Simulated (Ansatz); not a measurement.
According to DFT-PBE in the program Ansatz with PAW potentials, ZrTa in the orthorhombic phase (Cmcm; Zr on 4c, Ta on 4c) relaxes to a = 2.955 Å, b = 11.456 Å, c = 4.904 Å. Its formation energy from the elements is 0.19 eV/atom, with no fitted shifts.

Electronic character: metallic (no gap).

The start of the workflow was typed in or built on a structure type; neither database checked (COD, Materials Project) lists it. Its standing as an ambient phase is unchecked. Symmetry was held in the PBE relaxation; its stability against distortions is not shown here. The run is not spin-polarised. Its formation energy is positive at this level, so the cell may be metastable or incomplete. Axis ratios of metals converge slowly with the k-mesh, so a and c are less sure than the volume. The references are the lowest solids computed at this level, not always the standard phases. Spin–orbit coupling is left out wherever it is not named.

Potentials: the later of the program's two PAW sets.
